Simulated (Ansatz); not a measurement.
Level of theory: DFT PBE, scalar-relativistic, plane waves, PAW (Ansatz). All cells share a 420 eV cutoff and Γ-centred k meshes spaced about 0.3 Å⁻¹ or finer (0.25 for metals, 2π included). No spin polarisation.

Relaxed forms of Bi2TeO4:

Cell 1.

```cif
data_structure
_symmetry_space_group_name_H-M 'C2'
_symmetry_Int_Tables_number 5
_cell_length_a 15.8819
_cell_length_b 4.2337
_cell_length_c 3.8666
_cell_angle_alpha 90.000
_cell_angle_beta 96.329
_cell_angle_gamma 90.000
_cell_volume 258.40
loop_
_atom_site_label
_atom_site_type_symbol
_atom_site_symmetry_multiplicity
_atom_site_Wyckoff_symbol
_atom_site_fract_x
_atom_site_fract_y
_atom_site_fract_z
_atom_site_occupancy
Bi1 Bi 4 c 0.67183 0.40193 0.72236 1
Te1 Te 2 a 0.00000 0.39534 0.00000 1
O1 O 4 c 0.91126 0.70038 0.82755 1
O2 O 4 c 0.74168 0.95224 0.75021 1
```

Cell 2.

```cif
data_structure
_symmetry_space_group_name_H-M 'I4/mmm'
_symmetry_Int_Tables_number 139
_cell_length_a 3.6908
_cell_length_b 3.6908
_cell_length_c 17.9356
_cell_angle_alpha 90.000
_cell_angle_beta 90.000
_cell_angle_gamma 90.000
_cell_volume 244.32
loop_
_atom_site_label
_atom_site_type_symbol
_atom_site_symmetry_multiplicity
_atom_site_Wyckoff_symbol
_atom_site_fract_x
_atom_site_fract_y
_atom_site_fract_z
_atom_site_occupancy
Bi1 Bi 4 e 0.50000 0.50000 0.17491 1
Te1 Te 2 a 0.00000 0.00000 0.00000 1
O1 O 4 e 0.50000 0.50000 0.38484 1
O2 O 4 d 0.00000 0.50000 0.25000 1
```

**Question.** How do gap and energy differ between these forms?

**Answer.** Gaps on the mesh: 0.51 eV for cell 1, none for cell 2. Lowest in energy is cell 1; cell 2 lies 75 meV/atom higher. The lowest form also has the widest gap. Counting O atoms around Bi and Te (those within 1.25 times the shortest such distance or 1.15 times the sum of covalent radii, 1.27 where that leaves under three; a plus sign parts nearer from farther groups): cell 1 (C2, 18.5 Å³/atom) has Bi 6, Te 2; cell 2 (I4/mmm, 17.5 Å³/atom) has Bi 4+4, Te 2.

Gaps are read on each cell's k mesh and can be smaller between its points; Kohn–Sham gaps at this level usually fall short of measured ones, and a small gap can close altogether. Weakly bound directions are ill-defined at this level, which has no dispersion term (I4/mmm), and this can change margins and order among such cells. These runs have no spin–orbit coupling, which can matter for Bi and Te. With atoms moved at random, cell 2 (by 6 meV/atom) fell into a lower structure. Cell 1 had no clear such test and can be a saddle point. Some types were kept out of the candidates beforehand, so the set may lack a known form.
